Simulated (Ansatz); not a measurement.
The relaxed structure here is a generated cell of Pt: the first start was made by placing the elements on the sites of a structure type, and the end was not matched to a known phase here, so it may be hypothetical. Known forms of Pt include space group No. 225.

A relaxed cell of Pt (P6/mmm (No. 191)), relaxed on a k-mesh at least as fine as the one used below. The numbers are results of PBEsol (plane waves to 420 eV, PAW, scalar-relativistic; Ansatz, a first-principles code), not measurements. Γ-centred k-mesh 8×8×12 on the run's cell (coarser than for final values), Fermi–Dirac smearing 0.05 eV.

```
CELL_PARAMETERS angstrom
      4.47020     0.00000     0.00000
     -2.23510     3.87131     0.00000
      0.00000     0.00000     2.66790
ATOMIC_POSITIONS crystal
  Pt 0.00000 0.00000 0.00000
  Pt 0.33333 0.66667 0.50000
  Pt 0.66667 0.33333 0.50000
```

The atoms are displaced along an unstable phonon of this cell by (Å):

```
atom     ux     uy      uz
----  -----  -----  ------
Pt1   0.000  0.000   0.000
Pt2   0.000  0.000  -0.150
Pt3   0.000  0.000   0.150
```

**Question.** What forces (eV/Å) and pressure result?

**Answer.** 
| atom | Fx | Fy | Fz |
|---|---|---|---|
| Pt1 | 0.00 | 0.00 | 0.00 |
| Pt2 | 0.00 | 0.00 | -0.19 |
| Pt3 | 0.00 | 0.00 | 0.19 |

Pressure -0.8 GPa.

The undisplaced cell is probably no minimum: from this displacement the run went on to Im-3m (No. 229), 0.05 eV/atom below it.

No spin polarisation in the result.
